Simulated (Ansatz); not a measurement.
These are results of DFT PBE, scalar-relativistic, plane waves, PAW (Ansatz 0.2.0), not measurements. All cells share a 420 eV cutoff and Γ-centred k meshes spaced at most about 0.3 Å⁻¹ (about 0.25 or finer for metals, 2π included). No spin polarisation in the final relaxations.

All energies are static (0 K, no zero-point motion). All come from trial cells, and lower structures may exist.

Question: These unrelaxed guesses for NaMg2Si2 are each relaxed within their symmetry. Order them by the energy at which they end, lowest first.
A.

```cif
data_structure
_symmetry_space_group_name_H-M 'P4/mmm'
_symmetry_Int_Tables_number 123
_cell_length_a 3.6297
_cell_length_b 3.6297
_cell_length_c 6.6593
_cell_angle_alpha 90.000
_cell_angle_beta 90.000
_cell_angle_gamma 90.000
_cell_volume 87.74
loop_
_atom_site_label
_atom_site_type_symbol
_atom_site_symmetry_multiplicity
_atom_site_Wyckoff_symbol
_atom_site_fract_x
_atom_site_fract_y
_atom_site_fract_z
_atom_site_occupancy
Na1 Na 1 b 0.00000 0.00000 0.50000 1
Mg1 Mg 2 g 0.00000 0.00000 0.83056 1
Si1 Si 2 h 0.50000 0.50000 0.86492 1
```

B.

```cif
data_structure
_symmetry_space_group_name_H-M 'P-3m1'
_symmetry_Int_Tables_number 164
_cell_length_a 3.7212
_cell_length_b 3.7212
_cell_length_c 6.6507
_cell_angle_alpha 90.000
_cell_angle_beta 90.000
_cell_angle_gamma 120.000
_cell_volume 79.76
loop_
_atom_site_label
_atom_site_type_symbol
_atom_site_symmetry_multiplicity
_atom_site_Wyckoff_symbol
_atom_site_fract_x
_atom_site_fract_y
_atom_site_fract_z
_atom_site_occupancy
Na1 Na 1 a 0.00000 0.00000 0.00000 1
Mg1 Mg 2 d 0.33333 0.66667 0.61665 1
Si1 Si 2 d 0.66667 0.33333 0.71800 1
```

C.

```cif
data_structure
_symmetry_space_group_name_H-M 'Cmmm'
_symmetry_Int_Tables_number 65
_cell_length_a 4.9143
_cell_length_b 7.7306
_cell_length_c 4.5683
_cell_angle_alpha 90.000
_cell_angle_beta 90.000
_cell_angle_gamma 90.000
_cell_volume 173.55
loop_
_atom_site_label
_atom_site_type_symbol
_atom_site_symmetry_multiplicity
_atom_site_Wyckoff_symbol
_atom_site_fract_x
_atom_site_fract_y
_atom_site_fract_z
_atom_site_occupancy
Na1 Na 2 c 0.50000 0.00000 0.50000 1
Mg1 Mg 4 i 0.50000 0.75868 0.00000 1
Si1 Si 2 b 0.50000 0.00000 0.00000 1
Si2 Si 2 a 0.00000 0.00000 0.00000 1
```

D.

```cif
data_structure
_symmetry_space_group_name_H-M 'P6/mmm'
_symmetry_Int_Tables_number 191
_cell_length_a 4.8184
_cell_length_b 4.8184
_cell_length_c 4.5526
_cell_angle_alpha 90.000
_cell_angle_beta 90.000
_cell_angle_gamma 120.000
_cell_volume 91.54
loop_
_atom_site_label
_atom_site_type_symbol
_atom_site_symmetry_multiplicity
_atom_site_Wyckoff_symbol
_atom_site_fract_x
_atom_site_fract_y
_atom_site_fract_z
_atom_site_occupancy
Na1 Na 1 b 0.00000 0.00000 0.50000 1
Mg1 Mg 2 d 0.33333 0.66667 0.50000 1
Si1 Si 2 c 0.33333 0.66667 0.00000 1
```

Answer: B (ends in P-3m1, 0 meV/atom), A (ends in P4/mmm, 136 meV/atom), D (ends in P6/mmm, 0.35 eV/atom), C (ends in Cmmm, 0.37 eV/atom). Even the lowest end lies +0.21 eV/atom against the elements.

A magnetic state wasn't ruled out in cells without spin, among them P-3m1, P4/mmm, P6/mmm, Cmmm. Cells relaxed within their symmetry can be saddle points. Some candidate types were left out of the draw beforehand, so a known form may be missing.
